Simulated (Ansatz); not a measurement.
# As₂Se: a faulty run and its cure

The input below was meant for crystalline As₂Se, with PBEsol, plane waves and PAW in Ansatz.

```yaml
crystal:
  lattice:
    - [-3.529418, 3.529418, 2.653571]
    - [3.529418, -3.529418, 2.653571]
    - [3.529418, 3.529418, -2.653571]
  atoms:
    - { symbol: As, position: [0.875, 0.125, 0.75] }
    - { symbol: As, position: [0.375, 0.125, 0.25] }
    - { symbol: As, position: [0.875, 0.625, 0.75] }
    - { symbol: As, position: [0.875, 0.125, 0.25] }
    - { symbol: Se, position: [0.5, 0.5, 0.0] }
    - { symbol: Se, position: [0.25, 0.75, 0.5] }
basis:
  ecutwfc: 420
kpoints:
  mp_grid: { grid: [8, 8, 8] }
hamiltonian:
  xc: hse
scf:
  occupations: { method: gaussian, width: 0.1 }
output:
  forces: true
  stress: true
  eigenvalues: true
```

Command:

```bash
ansatz run input.yaml --threads 1 --pin off --max-ram 2560MiB --backend cpu --events-out ev --progress --plain --runs-dir out
```

From the log:

```text
Error: YAML parse error: error: line 18 column 7: hamiltonian.xc: unknown variant `hse`, expected one of `lda`, `lda-pw`, `pw92`, `pbe`, `pbesol`, `rpbe`, `revpbe`, `blyp`, `pbe0`, `revpbe0`, `b3lyp`, `b3lyp5`, `hse06`, `wpbeh`, `hiss`, `lc_wpbe`, `cam_b3lyp`, `hf`, `r2scan`, `r2scanh`, `r2scan0`, `r2scan50`
  --> <input>:18:7
   |
16 |   mp_grid: { grid: [8, 8, 8] }
17 | hamiltonian:
18 |   xc: hse
   |       ^ hamiltonian.xc: unknown variant `hse`, expected one of `lda`, `lda-pw`, `pw92`, `pbe`, `pbesol`, `rpbe`, `revpbe`, `blyp`, `pbe0`, `revpbe0`, `b3lyp`, `b3lyp5`, `hse06`, `wpbeh`, `hiss`, `lc_wpbe`, `cam_b3lyp`, `hf`, `r2scan`, `r2scanh`, `r2scan0`, `r2scan50`
19 | scf:
20 |   occupations: { method: gaussian, width: 0.1 }
   |
```

Question: Which fault does the input hold?
A. A key that the program doesn't know
B. Lattice vectors in bohr read as angstrom
C. An atom left out of the cell, with fixed occupations
D. One k-point for a metal
E. A functional's name that the program doesn't know

Answer: E. The name isn't in the program's list. The cure is a listed name.

The change to the input:

```diff
 hamiltonian:
-  xc: hse
+  xc: pbesol
```

The mended run converges, with no gap, a pressure of -3.47 GPa.

Time of the mended run: 42 s on 1 thread of Intel(R) Xeon(R) Processor @ 2.70GHz, with other jobs on the host, peak memory 0.61 GiB.